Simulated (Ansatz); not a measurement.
What does Ansatz print for the nuclei with this input?

The cell is a structure deposited in the COD, its atoms then relaxed with PBE in this cell.

```yaml
crystal:
  lattice:
    - [4.8738, 0.0, 0.0]
    - [0.0, 4.8738, 0.0]
    - [0.0, 0.0, 3.3107]
  atoms:
    - { symbol: Mn, position: [0.0, 0.0, 0.0], spin: 5.0 }
    - { symbol: Mn, position: [0.5, 0.5, 0.5], spin: 5.0 }
    - { symbol: F, position: [0.3044139736, 0.3044139736, 0.0] }
    - { symbol: F, position: [0.1955860264, 0.8044139736, 0.5] }
    - { symbol: F, position: [0.6955860264, 0.6955860264, 0.0] }
    - { symbol: F, position: [0.8044139736, 0.1955860264, 0.5] }
magnetization:
  spin_polarized: true
kpoints:
  mp_grid: { grid: [5, 5, 7] }
scf:
  occupations: { method: fermi_dirac, width: 0.02 }
hamiltonian:
  xc: r2scan
  pseudopotentials: { kind: paw }
output:
  forces: true
  stress: true
  populations: true
  efg: { quadrupole_moments_barn: { Mn: 0.33 }, contact_densities: true }
```

```sh
ansatz run input.yaml --threads 1 --pin off --max-ram 3072MiB --backend cpu --events-out ev --progress --plain --runs-dir out
```

Of the output, the block on the nuclei alone is shown; the set-up, the SCF iterations, energies, forces and stress are cut. One atom of each set with nearly equal values is shown.

```
--- PAW observables at the nuclei: V_zz in 10²¹ V/m², potentials from the cell's mean, atoms counted from 1 ---
  atom   1  Mn V_zz =    +2.769179   η = 0.0061   by run symmetry: allowed   C_q = +22.0963 MHz
            electrostatic potential = -3026.270329 V   contact ρ = 87681.619819 e/Å³   contact ρ_s (e/Å³): all electrons -4.248242, valence +6.343739
  atom   3  F  V_zz =    -5.646107   η = 0.3629   by run symmetry: allowed
            electrostatic potential = -737.181710 V   contact ρ = 3119.939103 e/Å³   contact ρ_s (e/Å³): all electrons +1.501110, valence +1.763513
```

Hardware: 1 thread of Arm Neoverse V2 (aarch64; 8 cores open to the job, memory cap 3.0 GiB, no GPU), a shared host with a load of 0.9 a core. Wall time 40 s, CPU time 40 s, peak memory 0.62 GiB.

Runs of this kind can end above the lowest electronic state. The program didn't check the stability of this electronic state in full, so a lower one may lie near. Measured MnF2 orders antiferromagnetically, but in this run all moments are parallel, as the start or the cell imposes: fields and spin densities carried over to other atoms belong to this order alone, and gaps, moments and gradients can differ too.
